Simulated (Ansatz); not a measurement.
Al₂Cu (Al2Cu type, space group I4/mcm)

```
Al2Cu
1.0
   -3.02971     3.02971     2.43697
    3.02971    -3.02971     2.43697
    3.02971     3.02971    -2.43697
Al Cu
4 2
Cartesian
  0.95906   3.98876   0.00000
  0.95906   2.07065   2.43697
  2.07065   0.95906   0.00000
  2.07065  -0.95906   2.43697
  0.00000   0.00000   1.21849
  0.00000   0.00000   3.65546
```

The volume is varied about the relaxed value V₀ at fixed cell shape. The atoms relax within the cell's symmetry.

The numbers are results of PBE (plane waves to 420 eV, PAW, scalar-relativistic; Ansatz, an electronic-structure program), not measurements. k mesh 12×12×12 (Γ-centred), Fermi-Dirac smearing 0.05 eV. Stress and pressure are positive under compression. Al2Cu is run without spin polarisation. Al2Cu was relaxed with its symmetry unable to fall. The PAW data are Ansatz's earlier set. 

```tsv
V (Å³/cell)	P (GPa)
75.16	[?]
77.55	[?]
79.93	14.5
82.32	[?]
84.71	6.2
87.09	2.9
89.48	0.0
91.86	-2.5
94.25	-4.6
96.64	-6.4
99.02	-8.0
101.41	-9.4
103.79	[?]
```

Fill in the missing entries.


- 75.16, P (GPa): 25.7
- 77.55, P (GPa): 19.7
- 82.32, P (GPa): 10.0
- 103.79, P (GPa): -10.5

(A scan under strain: stresses follow from slopes of the energy per volume, elastic moduli from its curvatures.)
